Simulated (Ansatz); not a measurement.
Relaxed Hf (hcp, Mg type):

```xyz
2
Lattice="3.2041 0.0000 0.0000 -1.6021 2.7749 0.0000 0.0000 0.0000 5.0689" Properties=species:S:1:pos:R:3 pbc="T T T"
Hf     0.0000     1.8499     3.8017
Hf     1.6021     0.9250     1.2672
```

Scan: atom 1 (Hf, nearest neighbour Hf at 3.138 Å; its periodic images, 3.2 Å or more away, move with it) is displaced towards the nearest neighbour, direction (-0.511, -0.295, -0.808) in Cartesian axes, by s. The other atoms stay.

All values below come from PBE (plane waves to 420 eV, PAW, scalar-relativistic; Ansatz, a first-principles code). k mesh 13×13×8 (Γ-centred), Fermi-Dirac smearing 0.05 eV. With partly filled bands, energies and forces of such displacements shift with the k mesh and the smearing. F∥ is the force on the atom along that direction. Hf is run without spin polarisation. Hf was relaxed with its symmetry unable to fall. Spin-orbit coupling is left out, though Hf is heavy. The PAW data are Ansatz's earlier set. 

```tsv
s (Å)	F∥ (eV/Å)
-0.310	1.379
-0.248	1.013
-0.186	0.686
-0.124	0.409
-0.062	0.180
0.000	0.000
0.062	-0.182
0.124	-0.415
0.186	-0.697
0.248	-1.026
0.310	-1.404
```

Problem. What is the force constant k = d²E/ds² of this move at s = 0?

Solution. 2.78 eV/Å². The forces along the line at the two nearest points give (0.180 − (-0.182)) / (2·0.062) = 2.92 eV/Å²; the next pair corrects for the finite step.

(A displaced cell: forces are minus the slopes of the energy, force constants its curvatures, and phonons follow from these.)
